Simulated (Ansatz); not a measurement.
A bilayer cut from bulk TiTe$_{2}$ (CdI2 type), in the bulk's stacking and in-plane cell, with 15 Å of vacuum. The upper layer (atoms 4 to 6) slides over the lower.

```
CELL_PARAMETERS angstrom
      3.69732     0.00000     0.00000
      1.84866     3.20197     0.00000
      0.00000     0.00000    24.84543
ATOMIC_POSITIONS crystal
  Te 0.66667 0.66667 0.29934
  Ti 0.00000 0.00000 0.37023
  Te 0.33333 0.33333 0.43985
  Te 0.66667 0.66667 0.56015
  Ti 0.00000 0.00000 0.62977
  Te 0.33333 0.33333 0.70066
```

In-plane vectors a = (3.697, 0.000) Å, b = (1.849, 3.202) Å, area 11.84 Å². The shift is s times the vector a (length 3.697 Å), so s = 1 restores the start. Atoms relax along the normal only. γ = [E(shift) − E(0)] / area.

All values below come from PBE-D3(BJ) (plane waves to 420 eV, PAW, scalar-relativistic; Ansatz, a program for electronic structure). k mesh 15×15×1 (Γ-centred), Fermi-Dirac smearing 0.05 eV. Energies are extrapolated to zero smearing. Spin-orbit coupling is left out, though Te is heavy. TiTe2 is run without spin polarisation. TiTe2 was relaxed with its symmetry unable to fall. γ is measured from zero shift. The last digit holds for this mesh only.

| s | γ (mJ/m²) |
|---|---|
| 0.000 | 0 |
| 0.083 | 20 |
| 0.167 | 68 |
| 0.250 | withheld |
| 0.333 | 152 |
| 0.417 | 172 |
| 0.500 | 179 |
| 0.583 | 172 |
| 0.667 | 152 |
| 0.750 | withheld |
| 0.833 | 68 |
| 0.917 | 20 |

**Question.** Fit a Fourier form (three harmonics of 1 − cos and sin) to the given rows and predict γ at s = 0.250.

**Answer.** Least squares on the 10 given rows: γ = (87.6)·[1 − cos(2πs)] + (13.7)·[1 − cos(4πs)] + (1.8)·[1 − cos(6πs)], in mJ/m²; root-mean-square residual 0.2 mJ/m². At 0.250 the fit gives 117 mJ/m²; the calculation gives 116 mJ/m², so the interpolation is off by 1 (+0.9 %). 

(The slope of γ gives the shear force per area between the displaced halves; near zero shift its curvature is an elastic stiffness.)
